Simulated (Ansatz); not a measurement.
Relaxed-ion elastic tensor of CdSiP₂ (chalcopyrite, space group No. 122) in GPa (Voigt order), the program Ansatz at the PBEsol level (PAW); density 4.02 g/cm³, 20.90 Å³ per atom.

```
 124  61.2  66.8   0.0   0.0   0.0
61.2   124  66.8   0.0   0.0   0.0
66.8  66.8   109   0.0   0.0   0.0
 0.0   0.0   0.0  54.3   0.0   0.0
 0.0   0.0   0.0   0.0  54.3   0.0
 0.0   0.0   0.0   0.0   0.0  52.5
```

### Question
Is the crystal mechanically stable?

### Answer
Yes: the smallest eigenvalue of C is 45.2 GPa.

### Question
Work out the Voigt, Reuss and Hill averages.

### Answer
K_V = 82.9, K_R = 82.7, K_H = 82.8; G_V = 43.0, G_R = 37.9, G_H = 40.4 GPa.

### Question
Give Young's modulus, Poisson's ratio, Pugh's ratio and the universal anisotropy index.

### Answer
E = 9KG/(3K + G) = 104 GPa; ν = 0.29; K/G = 2.05 (ductile by the Pugh limit of 1.75); A_U = 5G_V/G_R + K_V/K_R − 6 = 0.68.

### Question
Estimate the sound speeds and the Debye temperature.

### Answer
v_l = √((K + 4G/3)/ρ) = 5830 m/s, v_t = √(G/ρ) = 3170 m/s, mean 3540 m/s; Θ = (h/k)(3n/4πV)^(1/3) v_m = 382 K.

### Question
Solve the Christoffel equation for the three sound speeds along x, y, z.

### Answer
Eigenvalues of C_ijkl n_j n_l equal ρv² (piezoelectric stiffening left out). In km/s, slowest first: x 3.61, 3.68, 5.55; y 3.61, 3.68, 5.55; z 3.68, 3.68, 5.21.

### Question
How much does each axis shrink under pressure?

### Answer
Linear compressibilities β_i = Σ_j S_ij (j = 1 to 3): x 3.8, y 3.8, z 4.6 per TPa.

Space group I-42d (chalcopyrite). Symmetry was held in the PBEsol relaxation.

Potentials: the later of the program's two PAW sets.
